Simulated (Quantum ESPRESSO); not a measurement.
## Band energies of BN

```
CELL_PARAMETERS angstrom
      0.00000     3.49532     2.16609
      1.25163     0.00000     2.16609
      1.25163     3.49532     0.00000
ATOMIC_POSITIONS crystal
  B  0.00005 0.00005 0.99995
  N  0.66665 0.66665 0.33335
```

norm-conserving PBEsol (Quantum ESPRESSO, 84 Ry, without SOC); path ΓYTZΓXA1Y,TX1,XAZ,LΓ; energies in eV from the valence-band maximum.

| k (1/Å) | point | band 1 | band 2 | band 3 | band 4 | band 5 | band 6 | band 7 |
|---|---|---|---|---|---|---|---|---|
| 0.00 | Γ | -17.89 | -4.58 | -1.46 | -1.46 | 4.63 | 11.51 | 11.57 |
| 1.04 |  | -15.65 | -7.57 | -3.87 | -1.78 | 7.41 | 8.05 | 11.11 |
| 1.45 | Y | -14.70 | -9.17 | -4.28 | -0.59 | 5.68 | 9.32 | 11.96 |
| 2.24 |  | -14.60 | -8.99 | -4.32 | -1.51 | 3.75 | 9.84 | 14.18 |
| 2.35 | T | -14.60 | -8.98 | -4.32 | -1.54 | 3.70 | 9.85 | 14.24 |
| 3.28 |  | -17.08 | -5.40 | -3.64 | -2.49 | 8.92 | 10.80 | 13.80 |
| 3.80 | Z | -17.68 | -6.25 | -1.48 | -1.46 | 9.35 | 11.46 | 11.53 |
| 4.47 |  | -17.86 | -4.88 | -1.46 | -1.46 | 5.23 | 11.51 | 11.55 |
| 4.70 | Γ | -17.89 | -4.58 | -1.46 | -1.46 | 4.63 | 11.51 | 11.57 |
| 5.62 |  | -16.05 | -6.15 | -4.44 | -2.31 | 7.64 | 7.71 | 12.77 |
| 6.53 | X | -14.10 | -8.25 | -6.94 | -0.59 | 4.09 | 12.11 | 13.42 |
| 6.63 |  | -14.10 | -8.17 | -7.05 | -0.57 | 4.19 | 12.03 | 13.46 |
| 7.72 |  | -14.66 | -8.76 | -4.87 | -1.43 | 5.11 | 10.58 | 13.82 |
| 8.21 | A1 | -14.16 | -8.19 | -7.07 | -0.48 | 4.89 | 12.85 | 13.47 |
| 8.71 |  | -14.36 | -8.72 | -6.05 | -0.18 | 5.34 | 11.39 | 12.67 |
| 9.21 | Y | -14.70 | -9.17 | -4.28 | -0.59 | 5.68 | 9.32 | 11.96 |
| 9.21 | T | -14.60 | -8.98 | -4.32 | -1.54 | 3.70 | 9.85 | 14.24 |
| 9.77 |  | -14.20 | -8.44 | -6.43 | -0.83 | 4.02 | 12.50 | 12.94 |
| 9.88 | X1 | -14.10 | -8.25 | -6.94 | -0.59 | 4.09 | 12.11 | 13.42 |
| 9.88 | X | -14.10 | -8.25 | -6.94 | -0.59 | 4.09 | 12.11 | 13.42 |
| 10.84 | A | -14.16 | -8.19 | -7.07 | -0.48 | 4.89 | 12.85 | 13.47 |
| 11.84 |  | -17.11 | -5.44 | -3.49 | -2.57 | 9.09 | 11.42 | 12.48 |
| 12.35 | Z | -17.68 | -6.25 | -1.48 | -1.46 | 9.35 | 11.46 | 11.53 |
| 12.35 | L | -14.66 | -9.08 | -4.29 | -1.09 | 4.50 | 9.76 | 13.08 |
| 12.82 |  | -15.75 | -7.23 | -3.79 | -2.36 | 6.55 | 9.02 | 11.29 |
| 13.87 | Γ | -17.89 | -4.58 | -1.46 | -1.46 | 4.63 | 11.51 | 11.57 |

The PBEsol gap is indirect, 3.70 eV, from 30 % of the way from A1 to Y to T; the smallest direct gap is 4.51 eV.

Geometry of the Materials Project entry, not relaxed at this level.

This is not the ordinary phase of the substance; no match was found in the copy of COD used, and its stability was not checked.

Letters of k points follow the standard setting of the lattice, whose axes may be ordered differently from the printed cell.

The distance between layers or molecules is the database entry's, not relaxed here. Functionals without dispersion can leave it too large, which widens gaps and weakens the response across layers: the numbers belong to this cell.
